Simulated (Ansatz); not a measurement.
An Ansatz (an electronic-structure program) input:

Ansatz 0.2 input:
```yaml
crystal:
  lattice:
    - [0.0, 3.2842903789, 3.2842903789]
    - [3.2842903789, 0.0, 3.2842903789]
    - [3.2842903789, 3.2842903789, 0.0]
  atoms:
    - { symbol: Te, position: [0.0, 0.0, 0.0] }
    - { symbol: Pb, position: [0.5, 0.5, 0.5] }
kpoints:
  mp_grid: { grid: [6, 6, 6] }
hamiltonian:
  xc: hse06
  pseudopotentials: { kind: paw }
scf:
  n_extra_bands: 6
  occupations: { method: fixed }
output:
  eigenvalues: true
  eigenstates:
    e_range: [-9.0, 9.2]
    kpoints:
      - [0.0, 0.0, 0.5]  # VBM
      - [0.0, 0.0, 0.5]  # CBM
      - [0.0, 0.0, 0.0]  # GAMMA
      - [0.5, 0.0, 0.5]  # X
      - [0.5, 0.5, 0.5]  # L
      - [0.5, 0.25, 0.75]  # W
      - [0.375, 0.375, 0.75]  # K
      - [0.625, 0.25, 0.625]  # U
```

Task: How many symmetry operations and irreducible k-points will the run report?

Result: 48 operations, 16 of 216 k-points.

Task: With a cutoff of 420 eV, how many plane waves at Γ?

Result: 1411.

It took very roughly 2.7 core-minutes on shared server cores.

The points marked VBM and CBM come from a semilocal run.

Space group Fm-3m (rock salt). The cell was relaxed with PBE under the symmetry of its start; of distortions, only those at the zone centre were tested. Spin–orbit coupling is left out wherever it is not named.

Potentials: the later of the program's two PAW sets.

Ansatz is a plane-wave DFT program.
